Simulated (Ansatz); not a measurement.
Ta₂Si in space group I4/mcm (No. 140; Ta on 8h, Si on 4a) under volume change, plane-wave PAW r²SCAN (Ansatz code), shape and atoms relaxed at each volume.

| V (Å³/atom) | E − E(relaxed) (meV/atom) | P (GPa) |
|---|---|---|
| 14.568 | 108.2 | 25.99 |
| 15.048 | 45.7 | 16.02 |
| 15.528 | 10.8 | 7.42 |
| 16.008 | 0.0 | 0.00 |
| 16.489 | [?] | [?] |
| 16.969 | [?] | [?] |
| 17.449 | 80.0 | -16.52 |

Some entries are withheld; supply them.


- 16.969, E − E(relaxed) (meV/atom): 37.3
- 16.969, P (GPa): -11.84
- 16.489, E − E(relaxed) (meV/atom): 9.8
- 16.489, P (GPa): -6.38

What does a third-order Birch–Murnaghan fit give for V₀, B₀ and B′?

V₀ = 16.01 Å³/atom, B₀ = 228 GPa, B′ = 4.0.

The workflow started from a Materials Project entry (that database holds measured and hypothetical structures alike); the Crystallography Open Database copy checked does not list it. Its standing as an ambient phase is unchecked. The r²SCAN relaxation kept the symmetry of its start; its stability against distortions is not shown here. The run is not spin-polarised. Scalar-relativistic: spin–orbit coupling is off unless named, which matters more the heavier the elements.

Potentials: the later of the program's two PAW sets.
